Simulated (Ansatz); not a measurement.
The elements of this relaxed trial crystal are hidden behind letters.

```
lattice vectors (Å)
   3.9872    0.0000    0.0000
  -1.9936    3.4530    0.0000
   0.0000    0.0000   12.9196
fractional positions
X 0.6667 0.3333 0.8537
X 0.3333 0.6667 0.6691
X 0.6667 0.3333 0.5000
X 0.3333 0.6667 0.3309
X 0.6667 0.3333 0.1463
Z 0.3333 0.6667 0.0000
```

Level of theory: Ansatz 0.2.0, DFT PBE, scalar-relativistic, plane waves, PAW. Settings of the last relaxation (6-atom cell): 420 eV, 12×12×4 k points, Gaussian smearing of 0.10 eV, no spin polarisation.

* Space group: P-6m2 (No. 187)
* Conventional cell: a = 3.987 Å, c = 12.920 Å
* Volume per atom: 29.65 Å³
* Density: 6.66 g/cm³
* Formation energy: +0.20 eV/atom
* Gap on the 12×12×4 mesh of the 6-atom cell: 0 eV (a metal)

Energies are uncorrected and count from the elements' standard states at the same level.

Task: X is a p-block element of period 5 and Z is a p-block element of period 4. Which elements are they?

Result: X = Te, Z = As, so the formula is Te5As. Density times volume gives a mean mass of 6.66 × 29.65/1.6605 = 118.9 u per atom, and this set has 118.8 u. Te on a site of symmetry 3m is surrounded by 3 As at 2.98 Å and 3 Te at 3.31 Å; Te on a second site of symmetry 3m is surrounded by 6 Te at 3.17–3.31 Å; As is surrounded by 6 Te at 2.98 Å; 1 more site not described. Other sets within the hints have nearly the same mass, so mass alone doesn't settle it; this one was computed.

These runs have no spin–orbit coupling, which can matter for Te. An odd number of electrons in the primitive cell allows no gap without spin; a larger cell or a magnetic state could open one. The cell is a metal run without spin; a magnetic state may lie lower. A structure relaxed within its symmetry needn't be a true minimum. Another cell of Te5As relaxed alike, in R-3m, lies 44 meV/atom lower, so this cell isn't the stable form at this level.
